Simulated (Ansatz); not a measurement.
Input file for Ansatz (a program for electronic structure):

Ansatz 0.2 input:
```yaml
crystal:
  lattice:
    - [-1.9288057607, 1.9288057607, 4.7449840682]
    - [1.9288057607, -1.9288057607, 4.7449840682]
    - [1.9288057607, 1.9288057607, -4.7449840682]
  atoms:
    - { symbol: P, position: [0.3871160769, 0.3871160769, 0.0] }
    - { symbol: P, position: [0.6128839231, 0.6128839231, 0.0] }
    - { symbol: Cu, position: [0.75, 0.25, 0.5] }
    - { symbol: Cu, position: [0.25, 0.75, 0.5] }
    - { symbol: Li, position: [0.0, 0.0, 0.0] }
kpoints:
  mp_grid: { grid: [15, 15, 15] }
hamiltonian:
  xc: r2scan
  pseudopotentials: { kind: paw }
scf:
  occupations: { method: gaussian, width: 0.05 }
checkpoint: { read: metal.run }
output: { write_density: true, elf: true, volumetric_format: npy }
basis: { fft_grid_basis: typed }
```

Output (shortened):

```
Pseudopotential: P, paw, valence charge 5
Pseudopotential: Cu, paw, valence charge 19
Pseudopotential: Li, paw, valence charge 3
Functional definition: r2SCAN
Crystal: 5 atoms, lattice volume = 70.611 Å³
Basis set: ecut = 500 eV, 1757 PW (Γ), exchange–correlation on 160×160×160 points (64 copies of the dense FFT grid, shifted against one another)
Bands: 36, of which v1, the nominal top of the filled ones, is band 26 counted from 1 (25 counted from 0)
Symmetry: 16 space group operations
Space group: I4/mmm (ITA 139), of the structure as read, at distance tolerance 4.1e-5 Å
k-points: 288 of 3375
Stability of the state it starts from, as read at its close in the unpolarized treatment …
iter 1 solved again at ethr=1.02e-6 eV; its pass at ethr=3.10e-3 eV (dr2=5.23e-4 eV) is discarded
SCF iter   1: F=—  HF=-14987.863078 eV  |F-HF|=—  |Δ(HF+E_count)|=         —  Δρ=2.21e-6  dr2=2.13e-9  dr2_τ=1.39e-10  ethr=1.02e-6  ⟨swp⟩=3.4  Hψ=78144  notcnv=0
preconditioner: auto → Kerker (q_TF=auto, 2.584 Å⁻¹)
SCF iter   2: F=—  HF=-14987.863079 eV  |F-HF|=—  |Δ(HF+E_count)|=   1.07e-6  Δρ=2.36e-6  dr2=2.22e-9  dr2_τ=1.34e-10  ethr=4.19e-12  ⟨swp⟩=8.8  Hψ=51422  notcnv=0
SCF iter   3: F=-14987.863079 eV  HF=-14987.863079 eV  |F-HF|=4.18e-11  |Δ(HF+E_count)|=  5.06e-10  Δρ=5.28e-7  dr2=1.52e-10  dr2_τ=4.41e-11  ethr=4.19e-12  ⟨swp⟩=1.0  Hψ=25293  notcnv=0
SCF 1 converged in 3 iterations: F = -14987.863079 eV  dr2 = 1.52e-10
SCF converged after 3 iterations
Free energy (F): -14987.863079 eV
Harris-Foulkes:  -14987.863079 eV  (|F-HF|=4.18e-11)
Internal energy: -14987.861799 eV  (E = F + TS)
E sigma→0 (E₀):  -14987.862439 eV
Entropy (-TS):   -0.001280 eV (-0.256 meV/atom)
Fermi energy:    10.605774 eV
--- Per-component energies (eV) ---
  E_band       = -1061.861422
  E_kinetic    = 764.639347
  E_local      = -11926.173749  (includes V_loc(G=0)·N_el)
  E_nonlocal   = 823.994677
  E_hartree    = 5331.421082
  E_xc         = -297.221559
  E_vxc        = -398.353449  (∫ρ·V_xc dr)
  E_paw        = -4529.676587  (= ΣΔE_a)
  E_vpaw       = -1013.981354  (= ΣTr[D̂ρ^β])
  E_aug_tail   = 0.000222  (compensation charges beyond the density's cutoff)
  E_vtau       = 25.170586  (kinetic-family band-sum trace: ∫τ·v_τ [+ j·A + Jᵃ·Aᵃ] dr)
  E_ewald      = -5154.061331
  E_core_change = -0.783900  (= ΣΔE_core)
  E_smearing   = -0.001280  (= −TS)
  E_closure    =  0.000000  (closes the sum)
  Σ components = -14987.863079   (vs F -14987.863079, Δ=0.00e0)
  [band-id]    e_kinetic+e_local+e_nonlocal+2·e_hartree+e_vxc+e_vpaw+e_augmentation_tail+e_vtau = -1061.861556   (vs E_band -1061.861422, Δ=-1.34e-4)
--- Band table (eV; the first three rows and the last of 288) ---
  k-point 0: bands = ["-106.5803", "-106.5768", "-62.4196", "-62.4196", "-62.3984", "-62.3947", "-62.3947", "-62.3936", "-38.0128", "-3.9292", "0.4931", "2.7807", "5.2566", "5.2566", "6.0529", "6.1778", "6.7263", "6.7263", "7.1140", "7.2396", "7.5030", …
  k-point 1: bands = ["-106.5802", "-106.5769", "-62.4197", "-62.4184", "-62.3983", "-62.3959", "-62.3947", "-62.3937", "-38.0127", "-3.8801", "0.4959", "2.8222", "5.1947", "5.2625", "6.0830", "6.1971", "6.6645", "6.7587", "7.0981", "7.2284", "7.4734", …
  k-point 2: bands = ["-106.5800", "-106.5771", "-62.4200", "-62.4151", "-62.3993", "-62.3980", "-62.3944", "-62.3940", "-38.0126", "-3.7376", "0.5022", "2.9407", "5.0368", "5.2758", "6.1616", "6.2398", "6.4263", "6.8749", "7.0501", "7.1977", "7.3938", …
  k-point 287: bands = ["-106.5803", "-106.5768", "-62.4193", "-62.4193", "-62.3983", "-62.3950", "-62.3950", "-62.3937", "-38.0127", "-3.0548", "-1.7618", "4.2438", "5.7569", "5.7731", "5.9469", "6.0310", "6.0838", "6.3005", "7.1073", "7.4913", "7.7351", …
```

Cost: around 80 core-seconds (rough) on shared cores.

The workflow started from an entry of the Crystallography Open Database (COD). Its standing as an ambient phase is unchecked. Symmetry was held in the r²SCAN relaxation; its stability against distortions is not shown here. The run is not spin-polarised.

Potentials: the later of the program's two PAW sets.

Ansatz is a plane-wave DFT program.
